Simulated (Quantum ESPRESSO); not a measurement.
## Band energies of BN bilayer

```
CELL_PARAMETERS angstrom
      2.50675     0.00000     0.00000
     -1.25337     2.17090     0.00000
      0.00000     0.00000    16.90000
ATOMIC_POSITIONS crystal
  B  0.66667 0.33333 0.90066
  B  0.33333 0.66667 0.09934
  N  0.33333 0.66667 0.90057
  N  0.66667 0.33333 0.09943
```

PBE (Quantum ESPRESSO, PseudoDojo norm-conserving, 84 Ry, without SOC); path ΓMKΓ; energies in eV from the valence-band maximum.

| k (1/Å) | point | band 4 | band 5 | band 6 | band 7 | band 8 | band 9 | band 10 | band 11 |
|---|---|---|---|---|---|---|---|---|---|
| 0.00 | Γ | -4.72 | -1.36 | -1.36 | -1.34 | -1.34 | 5.02 | 5.75 | 7.83 |
| 0.10 |  | -4.69 | -1.46 | -1.45 | -1.40 | -1.39 | 5.06 | 5.79 | 7.86 |
| 0.31 |  | -4.43 | -2.25 | -2.23 | -1.77 | -1.75 | 5.40 | 6.10 | 8.10 |
| 0.41 |  | -4.21 | -2.85 | -2.84 | -2.04 | -2.02 | 5.68 | 6.36 | 8.28 |
| 0.62 |  | -4.33 | -4.28 | -3.59 | -2.67 | -2.64 | 6.45 | 7.04 | 8.51 |
| 0.72 |  | -5.08 | -4.11 | -3.21 | -2.98 | -2.95 | 6.93 | 7.40 | 8.37 |
| 0.93 |  | -6.61 | -3.53 | -3.50 | -3.15 | -2.33 | 7.14 | 7.48 | 8.03 |
| 1.03 |  | -7.31 | -3.75 | -3.72 | -2.63 | -1.86 | 6.44 | 6.87 | 8.60 |
| 1.24 |  | -8.42 | -4.05 | -4.03 | -1.64 | -1.02 | 5.10 | 5.69 | 9.47 |
| 1.45 | M | -8.86 | -4.16 | -4.13 | -1.15 | -0.67 | 4.52 | 5.17 | 9.71 |
| 1.55 |  | -8.84 | -4.26 | -4.23 | -1.13 | -0.65 | 4.53 | 5.17 | 9.85 |
| 1.76 |  | -8.68 | -4.98 | -4.95 | -0.92 | -0.48 | 4.61 | 5.15 | 10.81 |
| 1.86 |  | -8.54 | -5.50 | -5.47 | -0.75 | -0.35 | 4.65 | 5.11 | 11.48 |
| 2.07 |  | -8.17 | -6.57 | -6.54 | -0.34 | -0.08 | 4.70 | 4.94 | 11.91 |
| 2.18 |  | -7.97 | -6.99 | -6.97 | -0.15 | 0.00 | 4.70 | 4.82 | 11.61 |
| 2.28 | K | -7.86 | -7.16 | -7.16 | -0.02 | -0.02 | 4.73 | 4.73 | 11.51 |
| 2.38 |  | -7.92 | -7.03 | -7.02 | -0.16 | 0.00 | 4.72 | 4.83 | 11.59 |
| 2.48 |  | -7.96 | -6.74 | -6.73 | -0.44 | -0.11 | 4.84 | 5.03 | 11.81 |
| 2.68 |  | -7.66 | -5.99 | -5.97 | -1.30 | -0.71 | 5.51 | 5.77 | 10.79 |
| 2.87 |  | -6.90 | -5.11 | -5.09 | -2.34 | -1.59 | 6.59 | 6.81 | 9.25 |
| 2.97 |  | -6.39 | -4.65 | -4.62 | -2.87 | -2.06 | 7.17 | 7.35 | 8.55 |
| 3.17 |  | -5.20 | -3.84 | -3.69 | -3.68 | -2.95 | 7.32 | 7.62 | 8.28 |
| 3.27 |  | -4.57 | -4.24 | -3.35 | -3.24 | -3.21 | 6.80 | 7.31 | 8.51 |
| 3.46 |  | -4.01 | -3.27 | -3.27 | -2.40 | -2.38 | 5.95 | 6.60 | 8.42 |
| 3.56 |  | -4.26 | -2.67 | -2.67 | -2.04 | -2.02 | 5.63 | 6.30 | 8.25 |
| 3.76 |  | -4.60 | -1.73 | -1.71 | -1.53 | -1.52 | 5.18 | 5.89 | 7.95 |
| 3.95 | Γ | -4.72 | -1.36 | -1.36 | -1.34 | -1.34 | 5.02 | 5.75 | 7.83 |

The PBE gap is indirect, 4.52 eV, from 6 % of the way from K to Γ to M; the smallest direct gap is 4.70 eV. The valence-band maximum lies 5.84 eV below the vacuum level.

Geometry relaxed with PBE+D3(BJ).
